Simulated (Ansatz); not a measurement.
SrVHO₂:
```xyz
5
Lattice="3.9339 0.0000 0.0000 0.0000 3.9339 0.0000 0.0000 0.0000 3.7292" Properties=species:S:1:pos:R:3 pbc="T T T"
Sr     1.9669     1.9669     1.8646
V      0.0000     0.0000     0.0000
O      1.9669     0.0000     0.0000
O      0.0000     1.9669     0.0000
H      0.0000     0.0000     1.8646
```
The run is spin-polarised; directions of the spins, atom by atom: 0 ↑ 0 0 0.

Relaxed with PBE. Special points in fractions of this cell's reciprocal vectors: Γ (0.000, 0.000, 0.000); X (0.000, 0.500, 0.000); M (0.500, 0.500, 0.000); Z (0.000, 0.000, 0.500); R (0.000, 0.500, 0.500); A (0.500, 0.500, 0.500).

List the band energies nearest the Fermi level at these points for plane-wave PAW PBE (Ansatz code).

In eV from the Fermi level; about four levels below and three above (degenerate sets whole), none deeper than 8.9 eV; points with the same levels are listed once.

```
k                            below           above
---  -----------------------------  --------------
Γ ↑  -3.23 -3.23 -1.37 -1.25 -1.25  1.07 1.95 2.87
X ↑        -4.85 -4.77 -4.72 -1.14  0.40 0.41 1.59
M ↑        -5.83 -5.41 -5.41 -2.80  0.40 0.40 0.74
Z ↑        -1.57 -1.57 -1.21 -0.43  1.08 5.18 5.40
R ↑        -4.06 -2.82 -1.92 -0.43  0.20 0.39 2.32
A ↑  -5.27 -5.27 -5.09 -2.66 -0.19  0.28 0.28 0.97
Γ ↓        -4.33 -3.74 -3.25 -3.25  0.14 0.69 0.69
X ↓        -4.69 -4.65 -4.63 -4.56  0.90 1.67 1.83
M ↓        -5.48 -5.09 -5.09 -2.81  2.26 2.26 2.27
Z ↓        -4.75 -3.41 -3.41 -2.29  0.28 0.28 0.40
R ↓        -4.49 -4.06 -2.78 -0.32  0.77 1.86 1.87
A ↓        -4.93 -4.93 -4.92 -2.68  1.05 2.00 2.00
```

Space group P4/mmm. The start of the workflow was typed in or built on a structure type; neither database checked (COD, Materials Project) lists it. Its standing as an ambient phase is unchecked. The PBE relaxation kept the symmetry of its start; its stability against distortions is not shown here. Magnetic state: ferromagnetic, the only order run, not a proven ground state. The cell computed holds one magnetic atom, so no antiferromagnetic order was within reach. No Hubbard U is applied. The compound may be a true metal, but semilocal functionals without U, or a wrong spin order, can also close a gap. Spin–orbit coupling is left out wherever it is not named.

Potentials: the later of the program's two PAW sets.
